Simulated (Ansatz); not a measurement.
# CdF$_{2}$: energy along a strain

CdF$_{2}$, Fm-3m, a = 5.298 Å. Ansatz: LDA, PAW, 420 eV, Γ-centred 8×8×8 mesh on 3 atoms, Gaussian smearing 0.05 eV; no spin polarisation. Cell vectors (Å): 0.000 2.649 2.649; 2.649 0.000 2.649; 2.649 2.649 0.000. The cell is strained by x per cent times the pattern (1 0 0 0 0 0) in the order xx yy zz yz xz xy (engineering shears), with fractional coordinates held. y is the free energy over the start, V0 = 12.390 Å³/atom. Points with a strain past 8.5 % were computed too (5) and aren't used here.

```tsv
x (%)	y (meV/atom)
-7.50	50.28
-3.75	11.79
0.00	0.00
3.75	10.63
7.50	?
```

Problem. Fit y = c2 x² + c3 x³ to the other rows, get the stiffness along the pattern, and predict the missing energy.

Solution. Least squares on the rows shown. y = 0.79993 x² − 0.012479 x³. The clamped-ion stiffness p·C·p = 2 × 7.999 eV × 160.2 / 12.390 Å³ = 207 GPa, which is C11 in these axes. At x = 7.50 the fit asked for gives 39.73 meV/atom. The run gave 40.29 meV/atom, so the fit is 0.56 meV/atom too low, 1.1 % of the span of the series, against an rms of 0.07 meV/atom on the fitted rows. The row lies outside the fitted range. With a term in x⁴ added, a fit to the same known rows (none to spare) predicts 41.00 meV/atom, which misses by about as much or more on the other side: the known rows don't fix the higher terms.